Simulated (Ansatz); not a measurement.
## Data sheet: ScSi$_{2}$Ni$_{2}$ (DFT)

ScSi2Ni2:
```cif
data_Ni4Sc2Si4
_chemical_formula_sum 'Sc2 Ni4 Si4'
_space_group_name_H-M_alt 'I4/mmm'
_space_group_IT_number 139
_space_group_name_Hall '-I 4 2'
_cell_length_a 3.79256
_cell_length_b 3.79256
_cell_length_c 9.53006
_cell_angle_alpha 90.000
_cell_angle_beta 90.000
_cell_angle_gamma 90.000
loop_
_atom_site_label
_atom_site_type_symbol
_atom_site_symmetry_multiplicity
_atom_site_Wyckoff_symbol
_atom_site_fract_x
_atom_site_fract_y
_atom_site_fract_z
_atom_site_occupancy
Sc1 Sc 2 a 0.00000 0.00000 0.00000 1
Ni1 Ni 4 d 0.00000 0.50000 0.25000 1
Si1 Si 4 e 0.00000 0.00000 0.37827 1
```
(The calculation used a cell of 5 atoms; values per cell refer to that cell.)

Space group I4/mmm (No. 139); conventional cell a = 3.793 Å, b = 3.793 Å, c = 9.530 Å, α = 90.00°, β = 90.00°, γ = 90.00°.

Method: plane-wave PAW r²SCAN (Ansatz code). Structure relaxed to zero pressure with the same functional. Other levels are named where they apply.

### Cell and energy

```yaml
volume_per_atom: 13.71 Å³
density: 5.29 g/cm³
Formation energy from the elements (no fitted shifts): -79 kJ/mol of atoms
```

### Electronic structure

```yaml
electronic_character: metallic (no gap)
Density of states at the Fermi level: 0.71 states/eV per atom (mean over ±0.08 eV)
```

### Magnetism

```yaml
magnetic_order: non-magnetic (starting moments vanished)
```

### Mechanics

```yaml
Bulk modulus (Birch–Murnaghan fit): 153 GPa
Pressure derivative B′: 4.3
```

### Charges

```yaml
bader_charges: Sc +1.63, Ni -0.63, Si -0.18 e
```

The workflow started from an entry of the Crystallography Open Database (COD). Whether it is the stable phase at ambient conditions was not checked. The cell was relaxed with r²SCAN under the symmetry of its start; its stability against distortions is not shown here. The workflow began spin-polarised and lost its moments. The references are the lowest solids computed at this level, not always the standard phases.

Potentials: the later of the program's two PAW sets.
